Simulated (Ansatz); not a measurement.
NbPS:
```
CELL_PARAMETERS angstrom
     -1.69590     2.34358     5.95379
      1.69590    -2.34358     5.95379
      1.69590     2.34358    -5.95379
ATOMIC_POSITIONS crystal
  Nb 0.37505 0.87505 0.50000
  Nb 0.62495 0.12495 0.50000
  P  0.23722 0.50000 0.73722
  P  0.76278 0.50000 0.26278
  S  0.78815 0.78815 0.00000
  S  0.21185 0.21185 0.00000
```

This is the PBEsol-relaxed structure.

Problem. All from PBEsol in the plane-wave PAW code Ansatz, unless another level is named. Predict the electronic character.

Solution. metallic (no gap).

Problem. Give the density of states at the Fermi level.

Solution. 0.62 states/eV per atom (mean over ±0.08 eV).

Problem. What about the formation energy from the elements (no fitted shifts)?

Solution. -0.95 eV/atom.

Space group Immm. The workflow started from an entry of the Crystallography Open Database (COD). Its standing as an ambient phase is unchecked. The PBEsol relaxation kept the symmetry of its start; whether a distortion lowers the energy is not shown. No spin polarisation was allowed. The references are the lowest solids computed at this level, not always the standard phases. Spin–orbit coupling is left out wherever it is not named.

Potentials: the later of the program's two PAW sets.
